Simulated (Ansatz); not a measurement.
Relaxed-ion elastic tensor of AgI (rock salt, Fm-3m) in GPa (Voigt order), LDA in the plane-wave PAW code Ansatz; density 7.59 g/cm³, 25.67 Å³ per atom.

```
      1     2     3     4     5     6
-  ----  ----  ----  ----  ----  ----
1  89.4  39.0  39.0   0.0   0.0   0.0
2  39.0  89.4  39.0   0.0   0.0   0.0
3  39.0  39.0  89.4   0.0   0.0   0.0
4   0.0   0.0   0.0  12.4   0.0   0.0
5   0.0   0.0   0.0   0.0  12.4   0.0
6   0.0   0.0   0.0   0.0   0.0  12.4
```

**Question.** Is the crystal mechanically stable?

**Answer.** Yes: the smallest eigenvalue of C is 12.4 GPa.

**Question.** Work out the Voigt, Reuss and Hill averages.

**Answer.** K_V = 55.8, K_R = 55.8, K_H = 55.8; G_V = 17.5, G_R = 15.6, G_H = 16.5 GPa.

**Question.** Give Young's modulus, Poisson's ratio, Pugh's ratio and the universal anisotropy index.

**Answer.** E = 9KG/(3K + G) = 45.2 GPa; ν = 0.37; K/G = 3.37 (ductile by the Pugh limit of 1.75); A_U = 5G_V/G_R + K_V/K_R − 6 = 0.63.

**Question.** Estimate the sound speeds and the Debye temperature.

**Answer.** v_l = √((K + 4G/3)/ρ) = 3200 m/s, v_t = √(G/ρ) = 1480 m/s, mean 1660 m/s; Θ = (h/k)(3n/4πV)^(1/3) v_m = 168 K.

**Question.** Give the Zener ratio and Young's modulus along [100], [110] and [111].

**Answer.** A = 2C44/(C11 − C12) = 0.49; 1/E = S11 − 2(S11 − S12 − S44/2)Γ with Γ = 0, 1/4, 1/3 gives 65.7, 39.3, 34.6 GPa.

**Question.** Solve the Christoffel equation for the three sound speeds along [100], [110], [111].

**Answer.** Eigenvalues of C_ijkl n_j n_l equal ρv². In km/s, slowest first: [100] 1.28, 1.28, 3.43; [110] 1.28, 1.82, 3.18; [111] 1.66, 1.66, 3.09.

This is a known high-pressure phase of the composition, computed here at zero pressure and temperature. The cell was relaxed with LDA under the symmetry of its start; phonons show weakly imaginary modes. No spin polarisation was allowed. Scalar-relativistic: spin–orbit coupling is off unless named, which matters more the heavier the elements.

Potentials: the earlier of the program's two PAW sets. The files were generated under PBE; for other functionals the program regenerates the frozen cores, and for LDA and PBEsol the local potential too.
